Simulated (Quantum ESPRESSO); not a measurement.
# InAu4Ta2Al: a guest atom moved from site to site

A calculation, not a measurement. The program is pw.x of Quantum ESPRESSO 7.5 (plane-wave density functional theory). The cell is made up: eight metal atoms on a face-centred cubic lattice, with elements, volume, strain and displacements drawn at random and not relaxed, so it may be unstable or far from any real phase. PseudoDojo standard norm-conserving files set the functional (PBE unless stated); there is no spin polarisation or spin-orbit coupling, the Fermi-Dirac width of 0.25 eV means electrons at about 2900 K, and the masses in the input are unused placeholders. Heavy elements are run without spin-orbit coupling, which real alloys of them have. A spin test at this wide smearing found no moment, but such smearing suppresses magnetism that the real alloy may have.

The runs move one In atom among sites that otherwise hold Au. Cell, positions, cutoff, mesh and smearing stay as in the input of run 1; sites are counted in its order. Stress in the tables is positive in tension.

Input of run 1:

```
&control calculation='scf', pseudo_dir='./dojo.nc.sr.pbe.v0_5.standard.upf', outdir='./o', disk_io='minimal', tprnfor=.true., tstress=.true. /
&system ibrav=0, nat=8, ntyp=4, nbnd=69, ecutwfc=75.99759826, nosym=.true., tot_charge=0,
 occupations='smearing', smearing='fd', degauss=0.0183746611
/
&electrons conv_thr=1.470e-08, electron_maxstep=70, mixing_beta=0.5 /
ATOMIC_SPECIES
Al 1.0 Al.upf
Au 1.0 Au.upf
In 1.0 In.upf
Ta 1.0 Ta.upf
CELL_PARAMETERS angstrom
-2.1265 -4.2531 -2.1265
-4.2531 2.1265 2.1265
0.0 4.2531 -4.2531
ATOMIC_POSITIONS angstrom
In -0.1835 0.0019 0.0067
Au 0.0144 2.0685 -2.2102
Au -2.144 2.0515 -0.038
Ta -2.0871 4.2682 -2.0799
Au -2.056 -0.0273 -2.0674
Au -1.9634 2.2315 -4.2898
Al -4.2539 -0.0804 0.0027
Ta -4.2979 2.0904 -2.1715
K_POINTS automatic
5 5 4 1 1 1
```

```
run  elements on sites 1 to 8  free energy less that of run 1 (eV)  -TS (eV)  pressure (GPa)  stress xx (GPa)  stress yy (GPa)  stress zz (GPa)  stress yz (GPa)  stress xz (GPa)  stress xy (GPa)  iterations
  1   In Au Au Ta Au Au Al Ta                                0.000    -1.106           -5.63             6.55             5.34             5.01             1.15            -0.23            -0.77          13
  2   Au In Au Ta Au Au Al Ta                               -0.078    -1.068           -5.63             6.60             4.83             5.45             1.06            -1.29            -0.12          13
  3   Au Au In Ta Au Au Al Ta                               -0.181    -1.008           -5.61             7.62             4.62             4.58             1.51            -1.30            -0.39          13
  4   Au Au Au Ta In Au Al Ta                               -0.171    -1.061           -5.80             6.01             5.75             5.66             1.25             0.09            -0.05          13
  5   Au Au Au Ta Au In Al Ta                               -0.114    -1.044           -5.95             6.61             5.25             5.98             0.81            -0.33             0.38          13
```

Forces Fx Fy Fz (eV/Å):

| site | run 1 | run 2 | run 3 | run 4 | run 5 |
| --- | --- | --- | --- | --- | --- |
| 1 | 1.71 0.45 -0.08 | 1.85 0.49 0.52 | 1.79 0.31 0.65 | 1.83 0.39 0.59 | 1.70 0.35 0.49 |
| 2 | 0.55 0.33 0.34 | 0.02 0.03 0.55 | 0.53 0.47 0.14 | 0.65 0.40 0.14 | 0.64 0.37 0.28 |
| 3 | -0.75 0.39 0.09 | -0.65 0.17 0.21 | -0.11 0.19 0.03 | -0.77 0.24 0.16 | -0.78 0.35 0.17 |
| 4 | -0.43 -0.13 0.91 | -0.19 0.52 0.01 | -0.06 -0.07 0.22 | -0.27 0.03 0.02 | -0.27 0.10 0.59 |
| 5 | -0.71 0.11 -1.22 | -0.69 0.08 -1.25 | -0.76 0.06 -1.34 | -0.64 0.16 -0.82 | -0.72 -0.03 -1.10 |
| 6 | -1.29 -1.15 0.33 | -1.33 -1.19 0.29 | -1.19 -1.22 0.37 | -1.28 -1.04 0.14 | -1.37 -1.04 0.35 |
| 7 | 0.41 0.04 -0.27 | 0.35 0.08 0.22 | -0.23 0.26 0.35 | 0.00 -0.17 0.19 | 0.17 0.23 -0.43 |
| 8 | 0.52 -0.05 -0.09 | 0.63 -0.18 -0.55 | 0.03 0.00 -0.42 | 0.48 -0.02 -0.43 | 0.63 -0.32 -0.34 |

The sites are displaced and not relaxed, so the energy differences mix bonding between neighbours with strain and are not ordering energies. A rerun of one cell of this series at a higher cutoff and on a denser mesh moved values by no more than 0.005 eV in energy, 0.04 GPa in stress and 0.006 eV/Å in force, and a second program with other atomic files agreed on that cell to 2 % rms in force and 0.5 GPa in pressure.